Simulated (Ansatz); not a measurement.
RbCl:
```xyz
2
Lattice="0.0000 3.1891 3.1891 3.1891 0.0000 3.1891 3.1891 3.1891 0.0000" Properties=species:S:1:pos:R:3 pbc="T T T"
Rb     0.0000     0.0000     0.0000
Cl     3.1891     3.1891     3.1891
```

Cartesian axes are those of the cell as given.

Q: Give the high-frequency dielectric tensor and the Born effective charge tensors of the independent atoms from DFPT, LDA (plane waves, PAW; program Ansatz).

A: 
ε∞:
```
2.52  0.00  0.00
0.00  2.52  0.00
0.00  0.00  2.52
```
Z* of atom 1 (Rb), rows: field, columns: displacement, in e:
```
1.16  0.00  0.00
0.00  1.16  0.00
0.00  0.00  1.16
```
Z* of atom 2 (Cl), rows: field, columns: displacement, in e:
```
-1.16   0.00   0.00
 0.00  -1.16   0.00
 0.00   0.00  -1.16
```

Space group Fm-3m (rock salt). The LDA relaxation kept the symmetry of its start. Spin–orbit coupling is left out wherever it is not named.

Potentials: the later of the program's two PAW sets.
